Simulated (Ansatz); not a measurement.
NiAs$_{2}$O$_{6}$: computed property card

NiAs₂O₆:
```xyz
9
Lattice="4.7729 0.0000 0.0000 -2.3864 4.1334 0.0000 0.0000 0.0000 4.4278" Properties=species:S:1:pos:R:3 pbc="T T T"
Ni     0.0000     0.0000     0.0000
As     0.0000     2.7556     2.2139
As     2.3864     1.3778     2.2139
O      0.8622     1.4933     3.2203
O      1.5243     2.6401     1.2075
O      3.0486     0.0000     3.2203
O      1.7243     0.0000     1.2075
O     -1.5243     2.6401     3.2203
O     -0.8622     1.4933     1.2075
```
The run is spin-polarised; directions of the spins, atom by atom: ↑ 0 0 0 0 0 0 0 0.

Space group P-31m (No. 162); conventional cell a = b = 4.773 Å, c = 4.428 Å, α = β = 90.00°, γ = 120.00°.

Method: r²SCAN (plane waves, PAW; program Ansatz). Structure relaxed to zero pressure with the same functional. Other levels are named where they apply.

### Cell and energy

```
Quantity              Value
---------------  ----------
Volume per atom     9.71 Å³
Density          5.79 g/cm³
```

### Electronic structure

```
Item                                                       Value
-----------------------  ---------------------------------------
Band gap                   2.69 eV (smallest direct gap 2.72 eV)
Valence-band maximum     on the H–K line, 12 % of the way from H
Conduction-band minimum              at L (3 equivalent valleys)
```

### Magnetism

```
Quantity                  Result
--------------  ----------------
Magnetic order     ferromagnetic
Net moment      0.22 μB per atom
```

The workflow started from a Materials Project entry (that database holds measured and hypothetical structures alike); the Crystallography Open Database copy checked does not list it. Its standing as an ambient phase is unchecked. Symmetry was held in the r²SCAN relaxation; its stability against distortions is not shown here. Spin order of the final state: ferromagnetic, chosen from 4 collinear starts compared on coarse meshes (ties went to the first, and starts can fall back to one state), not a proven ground state. Other orbital occupations within this spin state were not tried. No Hubbard U is applied. Spin–orbit coupling is left out wherever it is not named.

Potentials: the later of the program's two PAW sets.
